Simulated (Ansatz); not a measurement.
Relaxed SiC (wurtzite):

```
CELL_PARAMETERS angstrom
      3.09195     0.00000     0.00000
     -1.54598     2.67771     0.00000
      0.00000     0.00000     5.07427
ATOMIC_POSITIONS crystal
  Si 0.66667 0.33333 0.00052
  Si 0.33333 0.66667 0.50052
  C  0.66667 0.33333 0.62468
  C  0.33333 0.66667 0.12468
```

Scan: atom 2 (Si, nearest neighbour C at 1.893 Å; its periodic images, 3.1 Å or more away, move with it) is displaced along Cartesian z, direction (0.000, 0.000, 1.000) in Cartesian axes, by s. The other atoms stay.

These are PBE (plane waves to 420 eV, PAW, scalar-relativistic; Ansatz, a first-principles code) values and carry that method's errors. k mesh 10×10×5 (Γ-centred), Fermi-Dirac smearing 0.05 eV. Energies are smeared free energies. SiC was relaxed with its symmetry unable to fall. ΔE is measured from the undisplaced structure.

```
s (Å)   ΔE (meV/cell)
------  -------------
-0.190            582
-0.152            357
-0.114            193
-0.076             82
-0.038             20
0.000               0
0.038              18
0.076        withheld
0.114             152
0.152             259
0.190             387
```

Fit a polynomial form (powers 2, 3, 4) to the given rows and predict ΔE at s = 0.076.

Least squares on the 10 given rows: ΔE = (13170)·s² + (-14150)·s³ + (6942)·s⁴, in meV/cell with s in Å; root-mean-square residual 0.5 meV/cell. At 0.076 the fit gives 70 meV/cell; the calculation gives 70 meV/cell, the same to the digits shown. The quadratic term alone would give 76 meV/cell.

(A displaced cell: forces are minus the slopes of the energy, force constants its curvatures, and phonons follow from these.)
